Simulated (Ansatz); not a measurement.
Relaxed W (bcc, W type):

```xyz
4
Lattice="-6.3670 6.3670 6.3670 1.5918 -1.5918 1.5918 1.5918 1.5918 -1.5918" Properties=species:S:1:pos:R:3 pbc="T T T"
W      0.0000     0.0000     0.0000
W     -3.1835     3.1835     3.1835
W     -1.5918     1.5918     1.5918
W     -1.5918     4.7753     4.7753
```

In this cell atom 4 (W, nearest neighbour W at 2.757 Å; its periodic images, 2.8 Å or more away, move with it) is moved by s along Cartesian z, unit vector (0.000, 0.000, 1.000); all other atoms and the cell stay fixed.

Computed with PBE (plane waves to 420 eV, PAW, scalar-relativistic; Ansatz, a first-principles code). k mesh 4×16×16 (Γ-centred), Fermi-Dirac smearing 0.05 eV. E stands for the smeared free energy. Left out: 2 of 11 points, with atoms too close for the PAW data. With partly filled bands, energies and forces of such displacements shift with the k mesh and the smearing. On this mesh the relaxed cell isn't quite at rest: it carries a pressure of -0.2 GPa (compression positive) at the zero of the scan. Spin-orbit coupling is left out, though W is heavy. W is run without spin polarisation. W was relaxed with its symmetry unable to fall. ΔE is measured from the undisplaced structure. The last digit holds for this mesh only.

| s (Å) | ΔE (meV/cell) |
|---|---|
| -0.664 | withheld |
| -0.498 | 1523.3 |
| -0.332 | 663.0 |
| -0.166 | 161.3 |
| 0.000 | 0.0 |
| 0.166 | 161.3 |
| 0.332 | 663.0 |
| 0.498 | 1523.3 |
| 0.664 | withheld |

Q: Fit an even polynomial form (powers 2, 4, 6) to the given rows and predict ΔE at s = 0.664.

A: Least squares on the 7 given rows: ΔE = (5786)·s² + (2597)·s⁴ + (-4673)·s⁶, in meV/cell with s in Å; root-mean-square residual 0.06 meV/cell. At 0.664 the fit gives 2655.4 meV/cell; the calculation gives 2675.2 meV/cell, so the extrapolation is off by -19.8 (-0.7 %). The quadratic term alone would give 2551.0 meV/cell.

(For displaced atoms, the force is minus the slope of the energy, and its curvature is a force constant, which sets phonon frequencies.)
